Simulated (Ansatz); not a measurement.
Starting cell, Au (fcc, Cu type):

```
Au
1.0
    0.00000     4.15726     4.15726
    2.07863     0.00000     2.07863
    2.07863     2.07863     0.00000
Au
2
Cartesian
  0.00000   0.00000   0.00000
  2.07863   2.07863   4.15726
```

The atoms are displaced by Q × the pattern below (from a DFPT mode at L = (0.5, 0.0, 0.0), largest move 1; Q in Å), at fixed cell. It is one choice among 2 degenerate patterns. (q is in reciprocal vectors of the primitive cell; the cell shown is doubled to hold the pattern.)

```csv
atom,x,y,z
Au1,-0.285,0.520,-0.805
Au2,0.285,-0.520,0.805
```

The numbers are results of PBE (plane waves to 420 eV, PAW, scalar-relativistic; Ansatz, a program for electronic structure), not measurements. k mesh 19×19×19 (Γ-centred), Fermi-Dirac smearing 0.05 eV. With partly filled bands, energies and forces of such displacements shift with the k mesh and the smearing. Au was relaxed with its symmetry unable to fall. Spin-orbit coupling is left out, though Au is heavy. The PAW data are Ansatz's earlier set.

At one point of the scan the forces (eV/Å) are:

| atom | Fx | Fy | Fz |
|---|---|---|---|
| Au1 | 0.147 | -0.226 | 0.223 |
| Au2 | -0.147 | 0.226 | -0.223 |

Task: Which point is it?
(A) Q = 0.030 Å
(B) Q = 0.180 Å
(C) Q = 0.090 Å

Result: B, Q = 0.180 Å

(A displaced cell: forces are minus the slopes of the energy, force constants its curvatures, and phonons follow from these.)
